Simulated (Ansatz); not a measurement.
**YAl₅N₆ (P31m)**

The calculation used Ansatz, DFT PBE, scalar-relativistic, plane waves, PAW.

Plane waves to 420 eV, a k mesh through Γ of 6×6×6 on the computed 12-atom cell and Gaussian smearing (0.02 eV); no spin polarisation.

The structure is relaxed at this level of theory with its symmetry kept, and needn't be the ground state of this composition.

Space group P31m (No. 157). a = 5.635 Å, b = 5.635 Å, c = 5.099 Å, α = 90.00°, β = 90.00°, γ = 120.00°
```csv
atom,site,symmetry,x,y,z
Y,1a,3.m,0.0000,0.0000,0.9751
Al,2b,3..,0.6667,0.3333,0.9966
Al,3c,..m,0.0000,0.3497,0.5020
N,2b,3..,0.6667,0.3333,0.3738
N,1a,3.m,0.0000,0.0000,0.4425
N,3c,..m,0.0000,0.3852,0.8719
```

| Property | Result |
| --- | --- |
| Space group | P31m (No. 157) |
| Volume per atom | 11.69 Å³ |
| Formation energy from the elements' standard states (uncorrected) | -1.339 eV/atom |
| Kohn–Sham band gap | 3.31 eV |
| Orbital (Löwdin) character of the top 1 eV of the valence band | N 2p 87 % |
| Orbital (Löwdin) character of the lowest 1 eV of the conduction band | Y 4d 51 %, Al 3p 19 %, N 2p 10 %, unprojected 7 % |

The cell was found from a structure generator's guess, not taken from experiment. Kohn–Sham gaps at this level usually fall short of measured ones. Löwdin shares on free-atom orbitals overweight diffuse shells in the empty bands.
